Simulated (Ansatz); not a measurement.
HfCo3B2:
```xyz
6
Lattice="4.7947 0.0000 0.0000 -2.3973 4.1523 0.0000 0.0000 0.0000 3.0214" Properties=species:S:1:pos:R:3 pbc="T T T"
B      0.0000     2.7682     0.0000
B      2.3973     1.3841     0.0000
Co     2.3973     0.0000     1.5107
Co     1.1987     2.0761     1.5107
Co    -1.1987     2.0761     1.5107
Hf     0.0000     0.0000     0.0000
```

Relaxed with r²SCAN.

Q: Give the Bader charges and basin volumes of the independent atoms, plane-wave PAW r²SCAN (Ansatz code).

A: 

| atom | Bader charge (e) | Bader volume (Å³) |
|---|---|---|
| B1 | -0.45 | 7.9 |
| Co3 | -0.30 | 10.7 |
| Hf6 | +1.81 | 12.2 |

Space group P6/mmm. The workflow started from an entry of the Crystallography Open Database (COD). Its standing as an ambient phase is unchecked. Symmetry was held in the r²SCAN relaxation; its stability against distortions is not shown here. The workflow began spin-polarised and lost its moments. Spin–orbit coupling is left out wherever it is not named.

Potentials: the later of the program's two PAW sets.
